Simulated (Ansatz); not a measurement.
**YAg₄Sb₂ single point**

Input file of Ansatz 0.2.0:

```yaml
crystal:
  lattice:
    - [4.691073, 0.0, 0.0]
    - [-2.345536, 4.062591, 0.0]
    - [0.0, -2.708391, 8.256185]
  atoms:
    - { symbol: "Y", position: [0.0, 0.0, 0.0] }
    - { symbol: Ag, position: [0.14193, 0.28386, 0.42579] }
    - { symbol: Ag, position: [0.85807, 0.71614, 0.57421] }
    - { symbol: Ag, position: [0.43502, 0.87004, 0.30506] }
    - { symbol: Ag, position: [0.56498, 0.12996, 0.69494] }
    - { symbol: Sb, position: [0.25457, 0.50914, 0.76371] }
    - { symbol: Sb, position: [0.74543, 0.49086, 0.23629] }
  symmetry: { tolerance: 0.0003 }
kpoints:
  mp_grid: { grid: [3, 3, 3], shift: [0, 0, 0] }
magnetization:
  spin_polarized: false
scf:
  occupations: { method: fermi_dirac }
hamiltonian:
  pseudopotentials: { kind: paw }
  xc: pbe0
basis:
  ecutwfc: 420
  fft_grid_basis: typed
output:
  forces: true
  stress: true
  eigenvalues: true
  bader: true
  populations: true
  elf: true
  write_potential: true
  volumetric_format: npy
  dos:
    e_range: [-12, 8]
    de: 0.05
    projected: { site_lists: { Ag: [Ag], Sb: [Sb], "Y": ["Y"] } }
```

Excerpt of what it printed:

```
Free energy (F): -47201.2261 eV
Frozen-core exchange: fock
Harris-Foulkes:  -47201.2261 eV  (|F-HF|=8.73e-11)
Internal energy: -47201.2017 eV  (E = F + TS)
E sigma→0 (E₀):  -47201.2139 eV
Entropy (-TS):   -0.0244 eV (-3.491 meV/atom)
Fermi energy:    13.9395 eV
--- Forces (eV/Å), atoms counted from 1 ---
  atom   1  Y      0.0000     0.0000     0.0000
  atom   2  Ag     0.0000     0.0000     0.1502
  atom   3  Ag     0.0000     0.0000    -0.1502
  atom   4  Ag     0.0000     0.0000     0.0078
  atom   5  Ag     0.0000     0.0000    -0.0078
  atom   6  Sb     0.0000     0.0000     1.5733
  atom   7  Sb     0.0000     0.0000    -1.5733
--- Stress (GPa, compression-positive) ---
       -0.3282       0.0000       0.0000
        0.0000      -0.3282       0.0000
        0.0000       0.0000      -2.3881
  P = ⅓ Tr σ = -1.0148 GPa (-10.148 kbar)
--- Löwdin populations: 7 sites ---
  site symbol       q [e]
     0      Y     10.5145
     1     Ag     18.5633
     2     Ag     18.5633
     3     Ag     18.5578
     4     Ag     18.5578
     5     Sb     15.7527
     6     Sb     15.7527
  spilling = 0.0063 (of n_electrons = 117.0000)
```

Total energies depend on the potentials used, so only differences within one code and one set of settings carry meaning.

Origin: a known structure type with other elements, at an estimated volume, so it need not be a known compound. Caveats: the exchange threshold is loose for a stress; the SCF threshold is loose for a stress; hybrid functional on a coarse k mesh; atoms or cell far from equilibrium.
